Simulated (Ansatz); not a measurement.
The relaxed structure here is a generated cell of Ag: the first start was made by placing the elements on the sites of a structure type, and the end was not matched to a known phase here, so it may be hypothetical. Known forms of Ag include space group No. 225.

A relaxed structure of Ag. These are PBEsol (plane waves to 420 eV, PAW, scalar-relativistic; Ansatz, a program for electronic structure) values and carry that method's errors.

```cif
data_Ag
_chemical_formula_sum 'Ag1'
_space_group_name_H-M_alt 'P 1'
_space_group_IT_number 1
_cell_length_a 2.68489
_cell_length_b 2.68489
_cell_length_c 2.68489
_cell_angle_alpha 90.000
_cell_angle_beta 90.000
_cell_angle_gamma 90.000
loop_
_space_group_symop_operation_xyz
  'x, y, z'
loop_
_atom_site_label
_atom_site_type_symbol
_atom_site_fract_x
_atom_site_fract_y
_atom_site_fract_z
_atom_site_occupancy
Ag1 Ag 0.00000 0.00000 0.00000 1
```

Determine the symmetry and give the standard cell with its independent sites.

Space group Pm-3m (No. 221); a = 2.6849 Å, b = 2.6849 Å, c = 2.6849 Å, α = 90.00°, β = 90.00°, γ = 90.00°

```
atom  site  symmetry       x       y       z
----  ----  --------  ------  ------  ------
Ag      1a      m-3m  0.0000  0.0000  0.0000
```

This is the simple cubic type.

Give the shortest distances between elements (the closest pairs, up to four, under 3.6 Å).

Ag–Ag 2.68 Å.

The volume per atom comes out as 19.35 Å³ and the band gap is zero (metallic).

No spin polarisation in the result.

The run could not lose the symmetry of its start: the end is stationary, and may be a saddle point rather than a minimum.
